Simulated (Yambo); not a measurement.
Yambo run on Li₂WS₄ (space group I-42m, No. 121). The wavefunctions are norm-conserving PBEsol (Quantum ESPRESSO, 74 Ry, scalar-relativistic) ones on a 2×2×2 mesh (22 occupied bands); a = b = c = 6.179 Å, α = β = 122.14°, γ = 86.33°.

Yambo input:

```
rim_cut
gw0
dyson
el_el_corr
HF_and_locXC
ppa
em1d
RandQpts= 1000000
RandGvec= 1 Ry
EXXRLvcs= 74 Ry
VXCRLvcs= 296 Ry
Chimod= "HARTREE"
% BndsRnXp
 4 | 267 |
%
NGsBlkXp= 3 Ry
% LongDrXp
 1.0 | 1.0 | 1.0 |
%
PPAPntXp= 27.2114 eV
% GbndRnge
 1 | 267 |
%
GTermKind= "BG"
DysSolver= "n"
ExtendOut
% QPkrange
 2 | 2 | 22 | 22 |
 4 | 4 | 22 | 23 |
%
```

k points by index: 2 = X, 4 = Z.

Resulting energies as the program prints them:

```
#    K-point    Band    Eo [eV]    E [eV]    E-Eo [eV]    Vxc [eV]    Vnlxc [eV]    Sc|Eo [eV]    Sc|E [eV]    dSc/dw|Eo [eV]    Re(Z)    Im(Z)
#
    2    22    0.000000    -0.577268    -0.577268    -12.67796    -15.37395    1.959989    2.118718    -7.480693    0.784366    -0.001611
    4    22    -0.361312    -0.990158    -0.628846    -12.34269    -15.18763    2.042152    2.216091    -7.525204    0.783360    -0.001634
    4    23    1.605233    2.678674    1.073441    -14.15780    -9.486549    -3.324431    -3.597812    -6.929263    0.797035    -0.001517
```
(The two width columns are left out.) Convergence of these settings isn't established.

Spin-orbit coupling is not included.

Geometry relaxed with PBE+D3(BJ).

The structure is a Materials Project entry; no match was found in the copy of COD used, and its stability was not checked.
